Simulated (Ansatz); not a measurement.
BN:
```
CELL_PARAMETERS angstrom
      2.48735     0.00000     0.00000
     -1.24368     2.15411     0.00000
      0.00000     0.00000     6.53601
ATOMIC_POSITIONS crystal
  B  0.00000 0.00000 0.75000
  B  0.00000 0.00000 0.25000
  N  0.66667 0.33333 0.25000
  N  0.33333 0.66667 0.75000
```

Relaxed with LDA. Special points in fractions of this cell's reciprocal vectors: Γ (0.000, 0.000, 0.000); M (0.500, 0.000, 0.000); K (0.333, 0.333, 0.000); A (0.000, 0.000, 0.500); L (0.500, 0.000, 0.500); H (0.333, 0.333, 0.500).

List the band energies nearest the valence-band maximum at these points for the program Ansatz at the LDA level (PAW).

In eV from the valence-band maximum; about four levels below and three above (degenerate sets whole), none deeper than 8.9 eV; … stands for higher levels left out; points with the same levels are listed once.

| k | below | above |
|---|---|---|
| Γ | -1.31 -1.31 -1.30 -1.30 | 5.01 10.17 11.67 11.67 |
| M | -4.20 -4.13 -1.08 -1.01 | 4.23 5.65 9.46 |
| K | -7.24 -6.92 -0.03 -0.03 | 3.44 5.97 12.23 |
| A | -1.30 -1.30 -1.30 -1.30 | 7.52 7.52 … |
| L | -4.16 -4.16 -0.95 -0.95 | 4.53 4.53 10.26 10.26 |
| H | -7.08 -7.08 0.00 0.00 | 4.50 4.50 11.83 11.83 |

Space group P6_3/mmc. The first step of the workflow began from a Materials Project structure, measured or hypothetical. Its sites differ from those of the usual phase in this space group: another stacking or structure type. The cell was relaxed with LDA under the symmetry of its start; phonons on a q-mesh show no instability. A crystal of weakly bound layers computed without a dispersion correction: the cell and the soft elastic constants depend strongly on that.

Potentials: the earlier of the program's two PAW sets.
